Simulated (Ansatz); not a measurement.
According to the program Ansatz at the PBEsol level (PAW), TaW in the orthorhombic phase (Cmcm; Ta on 4c, W on 4c) relaxes to a = 2.623 Å, b = 10.967 Å, c = 4.719 Å. Against the elements it lies at 0.34 eV/atom, with no fitted shifts.

Electronic character: metallic (no gap).

The bulk modulus is 243 GPa.

The start of the workflow was typed in or built on a structure type; neither database checked (COD, Materials Project) lists it. Whether it is the stable phase at ambient conditions was not checked. Symmetry was held in the PBEsol relaxation; its stability against distortions is not shown here. The run is not spin-polarised. Its formation energy is positive at this level, so the cell may be metastable or incomplete. Axis ratios of metals converge slowly with the k-mesh, so a and c are less sure than the volume. The references are the lowest solids computed at this level, not always the standard phases. Spin–orbit coupling is left out wherever it is not named.

Potentials: the later of the program's two PAW sets.
